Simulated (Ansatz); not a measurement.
Given:

Au2S:
```xyz
6
Lattice="5.2785 0.0000 0.0000 0.0000 5.2785 0.0000 0.0000 0.0000 5.2785" Properties=species:S:1:pos:R:3 pbc="T T T"
S      0.0000     0.0000     0.0000
S      2.6393     2.6393     2.6393
Au     1.3196     1.3196     3.9589
Au     1.3196     3.9589     1.3196
Au     3.9589     3.9589     3.9589
Au     3.9589     1.3196     1.3196
```

This is the r²SCAN-relaxed structure.

Question: All from r²SCAN (plane waves, PAW; program Ansatz), unless another level is named. Predict the band gap.

Answer: 2.44 eV (direct).

Question: And the formation energy from the elements (no fitted shifts)?

Answer: -0.11 eV/atom.

Question: And the valence-band maximum?

Answer: at Γ.

Space group Pn-3m. The first step of the workflow began from a Materials Project structure, measured or hypothetical; the Crystallography Open Database files this formula in space group No. 224, but the cells were not matched. Its standing as an ambient phase is unchecked. Symmetry was held in the r²SCAN relaxation; its stability against distortions is not shown here. The references are the lowest solids computed at this level, not always the standard phases. Spin–orbit coupling is left out wherever it is not named.

Potentials: the earlier of the program's two PAW sets.
